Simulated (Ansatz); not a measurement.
Tl: settings compared (Ansatz)

Input:

```yaml
crystal:
  lattice:
    - [1.879953, 3.25617, 0.0]
    - [-1.879953, 3.25617, 0.0]
    - [0.0, 0.0, 5.903824]
  atoms:
    - { symbol: Tl, position: [0.33333, 0.33334, 0.25] }
    - { symbol: Tl, position: [0.66666, 0.66667, 0.75] }
  symmetry: { tolerance: 0.0003 }
kpoints:
  mp_grid: { grid: [6, 6, 3], shift: [0, 0, 0] }
magnetization:
  spin_polarized: false
scf:
  occupations: { method: tetrahedron }
hamiltonian:
  pseudopotentials: { kind: paw }
  xc: r2scan
basis:
  ecutwfc: 500
output:
  forces: true
  stress: true
  eigenvalues: true
```

The command:

```bash
ansatz run input.yaml --threads 1 --pin off --max-ram 2560MiB --backend cpu --events-out ev --progress --plain --runs-dir out
```

Origin of the cell: a known structure type with other elements, at an estimated volume, so it need not be a known compound.

Output of this run (shortened):

```
Warning: output.forces, output.stress, relax.cell or npt_langevin: where a Kohn–Sham band that disperses or a degenerate level is filled in part under the method tetrahedron, the forces or th […]
Warning: the atoms were moved onto the symmetric positions of the space group found under crystal.symmetry.tolerance 3.0e-4 (fractional; no operation is sought that the atoms, as they stand i […]
Pseudopotentials: kind: paw
Pseudopotential: Tl, paw, valence charge 13, recommended cutoff 500 eV (meta_gga), Tl.paw.azcp
Functional definition: r2SCAN
  exchange = r2scan_x(k0 = k0, k1 = k1, a1 = a1)
  correlation = r2scan_c
Crystal: 2 atoms, lattice volume = 72.280 Å³
Basis set: ecut = 500 eV, 1797 PW (Γ), exchange–correlation on 120×120×180 points (64 copies of the dense FFT grid, shifted against one another)
Bands: 17, of which v1, the nominal top of the filled ones, is band 13 counted from 1 (12 counted from 0)
Symmetry: 24 space group operations
[… 5 lines left out …]
Initial density: superposition of atomic densities (neutral atoms: chi_scale 0, normalization atom), corrected by the library's trained network
Functional: x = r2scan, c = r2scan; τ floored in thin density (d = 2e-4 eV/Å³)
SCF iter   1: F=—  HF=-22916.992996 eV  Δρ=7.37e-3  dr2=3.65e-2  dr2_τ=1.03e-2
SCF iter   2: F=—  HF=-22916.979555 eV  Δρ=2.91e-3  dr2=6.58e-3  dr2_τ=5.39e-4
SCF iter   3: F=—  HF=-22916.978062 eV  Δρ=5.25e-4  dr2=3.00e-4  dr2_τ=5.39e-6
SCF iter   4: F=—  HF=-22916.978193 eV  Δρ=1.81e-4  dr2=2.38e-5  dr2_τ=2.73e-7
SCF iter   5: F=—  HF=-22916.978202 eV  Δρ=3.84e-5  dr2=1.37e-6  dr2_τ=8.91e-8
SCF iter   6: F=-22916.978199 eV  HF=-22916.978199 eV  Δρ=7.65e-6  dr2=5.02e-8  dr2_τ=1.10e-9
SCF 1 converged in 6 iterations: F = -22916.978199 eV  dr2 = 5.02e-8
SCF converged after 6 iterations
Stability not checked: this state was not tested for a lower state beside it, because cold or Methfessel-Paxton smearing, or corrected tetrahedra, fill the levels in a way that the test cannot read (fill_not_monotonic; […]
Free energy (F): -22916.978199 eV
Harris-Foulkes:  -22916.978199 eV  (|F-HF|=7.82e-8)
Internal energy: -22916.972708 eV  (E = F + TS)
E sigma→0 (E₀):  -22916.978199 eV
Entropy (-TS):   -0.005490 eV (-2.745 meV/atom)
Fermi energy:    7.527553 eV
--- Per-component energies (eV) ---
  E_band       = -70.392952
  E_kinetic    = 665.505364
  E_local      = -2025.418398  (includes V_loc(G=0)·N_el)
  E_nonlocal   = 634.656488
  E_hartree    = 749.905855
  E_xc         = -435.487717
  E_vxc        = -311.216973  (∫ρ·V_xc dr)
  E_paw        = -20382.843266  (= ΣΔE_a)
  E_vpaw       = -558.046656  (= ΣTr[D̂ρ^β])
  E_aug_tail   = 0.000034  (compensation charges beyond the density's cutoff)
  E_vtau       = 24.311809  (kinetic-family band-sum trace: ∫τ·v_τ [+ j·A + Jᵃ·Aᵃ] dr)
  E_ewald      = -2125.370589
  E_core_change = 2.079522  (= ΣΔE_core)
  E_smearing   = -0.005490  (= −TS)
  Σ components = -22916.978199   (vs F -22916.978199, Δ=0.00e0)
--- Forces (eV/Å), atoms counted from 1 ---
  atom   1  Tl    -0.000000     0.000000     0.000000
  atom   2  Tl     0.000000    -0.000000     0.000000
  max |Σ_I F_I| component: 9.25e-18 eV/Å
--- Stress (GPa, compression-positive) ---
       -3.285224       0.000000      -0.000000
        0.000000      -3.285224       0.000000
       -0.000000       0.000000      -3.910425
  P = ⅓ Tr σ = -3.4936 GPa (-34.936 kbar)
```

The same input was run again with these changes:

1. `scf.algorithm` default → direct_min; `hamiltonian.pseudopotentials` { kind: paw } → { kind: nc }
2. `scf.occupations.method` tetrahedron → methfessel_paxton; `scf.occupations.width` default → 0.01
3. `scf.convergence.dr2_threshold` default → 1.0e-11; `basis.ecutrho_ratio` default → 8
4. `kpoints.mp_grid.grid` [6, 6, 3] → [0, 6, 3]; `scf.max_iter` default → 100

```
 run            end  SCF iterations  P (GPa)  max force component (eV/Å)  moment (μB)  ΔE(σ→0) (meV/atom)
base      converged               6    -3.49                       0.000            –                   0
   1  input refused               0        –                           –            –                   –
   2      converged               6    -3.44                       0.000            –               10.75
   3      converged               9    -3.49                       0.000            –                0.00
   4  input refused               0        –                           –            –                   –
```

Energies are compared only where functional, datasets, charge and starting cell are the same.

Caveats of the base run: forces and stress under tetrahedra may miss the slope of the energy; no spin-orbit coupling, though heavy elements are present; the k mesh is coarse if the cell is a metal.

The base run took 3.5 s on 1 thread of Arm Neoverse V1 (shared host), peak memory 0.45 GiB, from the program's own first density.
